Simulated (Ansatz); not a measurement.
Relaxed-ion elastic tensor of MgB2 in space group P6/mmm (No. 191; Mg on 1a, B on 2d) in GPa (Voigt order), plane-wave PAW PBE (Ansatz code); density 2.64 g/cm³, 9.63 Å³ per atom.

|  | 1 | 2 | 3 | 4 | 5 | 6 |
|---|---|---|---|---|---|---|
| 1 | 426 | 60.5 | 32.0 | 0.0 | 0.0 | 0.0 |
| 2 | 60.5 | 426 | 32.0 | 0.0 | 0.0 | 0.0 |
| 3 | 32.0 | 32.0 | 265 | 0.0 | 0.0 | 0.0 |
| 4 | 0.0 | 0.0 | 0.0 | 69.8 | 0.0 | 0.0 |
| 5 | 0.0 | 0.0 | 0.0 | 0.0 | 69.8 | 0.0 |
| 6 | 0.0 | 0.0 | 0.0 | 0.0 | 0.0 | 183 |

Q: Is the crystal mechanically stable?

A: Yes: the smallest eigenvalue of C is 69.8 GPa.

Q: Work out the Voigt, Reuss and Hill averages.

A: K_V = 152, K_R = 143, K_H = 147; G_V = 131, G_R = 107, G_H = 119 GPa.

Q: Give Young's modulus, Poisson's ratio, Pugh's ratio and the universal anisotropy index.

A: E = 9KG/(3K + G) = 281 GPa; ν = 0.18; K/G = 1.24 (brittle by the Pugh limit of 1.75); A_U = 5G_V/G_R + K_V/K_R − 6 = 1.18.

Q: Estimate the sound speeds and the Debye temperature.

A: v_l = √((K + 4G/3)/ρ) = 10800 m/s, v_t = √(G/ρ) = 6710 m/s, mean 7390 m/s; Θ = (h/k)(3n/4πV)^(1/3) v_m = 1030 K.

Q: How much does each axis shrink under pressure?

A: Linear compressibilities β_i = Σ_j S_ij (j = 1 to 3): x 1.8, y 1.8, z 3.3 per TPa.

Symmetry was held in the PBE relaxation; of distortions, only those at the zone centre were tested. As this level gives no gap, shear constants depend on the k-mesh and smearing (Fermi–Dirac, 0.1 eV here). On the denser mesh and wider smearing of the elastic run this cell carries a stress of 0.8 GPa.

Potentials: the later of the program's two PAW sets.
